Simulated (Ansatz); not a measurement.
Input and command of a plane-wave DFT calculation in Ansatz:

```yaml
crystal:
  lattice:
    - [2.9826244061, 0.0, 0.0]
    - [0.0, 2.9826244061, 0.0]
    - [0.0, 0.0, 23.9478732184]
  atoms:
    - { symbol: Al, position: [0.0, 0.0, 0.3131802115] }
    - { symbol: Ru, position: [0.5, 0.5, 0.3754534743] }
    - { symbol: Al, position: [0.0, 0.0, 0.4377267372] }
    - { symbol: Ru, position: [0.5, 0.5, 0.5] }
    - { symbol: Al, position: [0.0, 0.0, 0.5622732628] }
    - { symbol: Ru, position: [0.5, 0.5, 0.6245465257] }
    - { symbol: Al, position: [0.0, 0.0, 0.6868197885] }
basis:
  ecutwfc: 500
kpoints:
  mp_grid: { grid: [12, 12, 1] }
hamiltonian:
  xc: r2scan
scf:
  occupations: { method: fermi_dirac, width: 0.3 }
output:
  forces: true
  stress: true
  eigenvalues: true
efield:
  axis: 3
  dipole_correction: true
  ramp_width: 0.04
```

```bash
ansatz run input.yaml --threads 1 --pin off --max-ram 2560MiB --backend cpu --events-out ev --progress --plain --runs-dir out
```

Processor: Intel(R) Xeon(R) Processor @ 2.50GHz (Skylake/Cascade Lake), 1 thread, on a host shared with other jobs.

Q: How long does it run, and how much memory does it take?

A: About 100 s on 1 thread of Intel(R) Xeon(R) Processor @ 2.50GHz (Skylake/Cascade Lake), with other jobs on the host, peak memory 0.9 GiB. It solves 41 bands at 28 k points (the mesh reduced by the symmetry that the task leaves, which can be less than the crystal's) with about 5479 plane waves, in 9 SCF iterations.
